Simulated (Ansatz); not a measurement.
SnBi₃: a vibration from a frozen displacement

The calculation used DFT r2SCAN, scalar-relativistic, plane waves, PAW in Ansatz 0.2.0. Cutoff 500 eV, Γ-centred 10×10×10 k-points, Gaussian smearing of 0.15 eV. Spin–orbit coupling is left out, which matters for the heavy elements here. No spin polarisation. Energies are free energies at this smearing, counted from the undisturbed cell; pressure is positive in compression.

Reference structure (relaxed at this level; it needn't be the usual structure):

```
CELL_PARAMETERS angstrom
0.00000 3.92630 3.92630
3.92630 0.00000 3.92630
3.92630 3.92630 0.00000
ATOMIC_POSITIONS crystal
Sn 0.00000 0.00000 0.00000
Bi 0.25000 0.25000 0.25000
Bi 0.75000 0.75000 0.75000
Bi 0.50000 0.50000 0.50000
```

Every Sn atom is moved by x along the Cartesian unit vector (0.577, -0.577, -0.577); the cell and all other atoms stay fixed. The cell's volume is 121.05 Å³; the moved atoms weigh 118.710 u together and the others 626.941 u.

```
  x (Å)  ΔE (meV/cell) total force on the moved atoms along the move (eV/Å) pressure (GPa)
-0.1000           7.42                                                0.1503          0.0989
-0.0500           1.84                                                0.0736          0.0336
 0.0000           0.00                                                0.0000          0.0115
 0.0750           4.15                                               -0.1114          0.0609
```

Q: What frequency belongs to this motion?

A: The force constant is k = −dF/dx = 1.477 eV/Å², from the parabola through x = -0.0500, 0 and 0.0750. In every cell the moved atoms swing against the rest, so the mass is μ = m₁m₂/(m₁ + m₂) = 99.811 u, and ν̃ = 521.5 cm⁻¹ × √(|k|/μ) = 63 cm⁻¹. The pattern needn't be a normal mode: ν̃² is then a weighted mean of the squared nonzero frequencies at the zone centre of this cell, so it lies between the lowest and the highest of them.

Q: How far does the harmonic law reach?

A: At x = -0.100 Å, kx²/2 = 7.39 meV against the computed 7.42 meV (+0.4 %): the well is still close to harmonic there.

In a metal these slopes depend on the k mesh and the smearing.

Cost: 4 runs of about 4.3 core-minutes in all, on Arm Neoverse V2 (shared hosts).